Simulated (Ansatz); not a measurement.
# Notes on Ca2ZrAs6

```
Zr As Ca
1.0
     5.57493   -1.54162   -0.59764
    -0.89417    5.39729   -0.23106
    -0.15529    0.73900    7.19611
Zr As Ca
1 6 2
Direct
  0.50324 0.32268 0.10567
  0.06643 0.34522 0.22060
  0.79460 0.65572 0.43650
  0.59359 0.21636 0.70960
  0.30629 0.63767 0.58652
  0.19756 0.83726 0.27315
  0.02303 0.12744 0.58835
  0.65430 0.89419 0.03416
  0.03256 0.70408 0.86876
```

Method: a composed functional ({exchange: r2scan, correlation: pbesol}), no spin polarisation; PAW, plane waves to 500 eV, 4×4×3 (shifted by 0, 0, 0.5 steps) mesh, fermi-dirac occupations (width 0.0523 eV) (Ansatz 0.2.0), atoms fixed.

(1) Give the Bader charges.

(2) Is the cell too large or too small?

(3) What do density and ELF say about some of the short contacts?

(4) Metal or insulator?

Origin: a disordered cell, so it need not be a known compound. Caveats: many states at the Fermi level without spin polarisation, so a magnetic state may lie lower; the k mesh is coarse if the cell is a metal; atoms or cell far from equilibrium.

Answers

(1) Bader charges in e: Ca +1.15 to +1.32, Zr +0.93, As -0.94 to -0.24. In the mean Ca gives up most and As takes most.

(2) The pressure is 0.1 GPa (compression positive), so with the atoms held at these fractions the cell is close to zero pressure; the forces are large, so a full relaxation may end otherwise. The principal stresses -4.9, -1.4, 6.7 GPa differ, so its shape would change too.

(3) As–As at 2.52 Å: least valence density 0.50 e/Å³ and ELF 0.71 there. Zr–As at 2.83 Å: least valence density 0.27 e/Å³ and ELF 0.22 there. As–Ca at 2.87 Å: least valence density 0.18 e/Å³ and ELF 0.11 there. These are pseudo-fields; inside the PAW spheres they differ from the all-electron ones.

(4) It is a metal, with about 6.5 states/eV a cell as the mean within 0.25 eV of the Fermi level, mostly As p (48 %) and Zr d (30 %).
